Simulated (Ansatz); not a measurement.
**Structures of Al2H3: which is lowest?**

Plane-wave DFT in Ansatz with scalar-relativistic PAW potentials, cutoff 420 eV, Γ-centred meshes chosen by cell and gap, Gaussian smearing with energies taken to zero width. Every cell was relaxed (cell and atoms) in a run of its own, within the symmetry of its start. Functional: PBE.

Relaxed structures (starts from databases or built by putting these elements on another compound's sites):
A. P-3m1, 5 atoms in the computed cell, a = 3.220 Å, c = 4.931 Å; sites (symmetry × multiplicity) Al 3m. × 2, H -3m. × 1 + 3m. × 2; start: built
B. R-3m, 5 atoms in the computed cell, a = 3.168 Å, c = 15.606 Å; sites (symmetry × multiplicity) Al 3m × 6, H -3m × 3 + 3m × 6; start: built

Rank them by energy. Could pressure change the order?

| structure | group | E − E(lowest) (meV/atom) | V (Å³/atom) | gap on mesh (eV) |
| --- | --- | --- | --- | --- |
| B | R-3m | 0.0 | 9.04 | 0.00 |
| A | P-3m1 | 33 | 8.86 | 0.00 |

B is lowest, 33 meV/atom under A. The two lowest differ in volume by under 3 %, too little for a first-order estimate of what pressure does to that pair (other pairs aren't weighed here); with rigid cells even 3 % in favour of the higher one would need about 20 GPa. Other structures may lie lower than all of these, and vibrations aren't counted.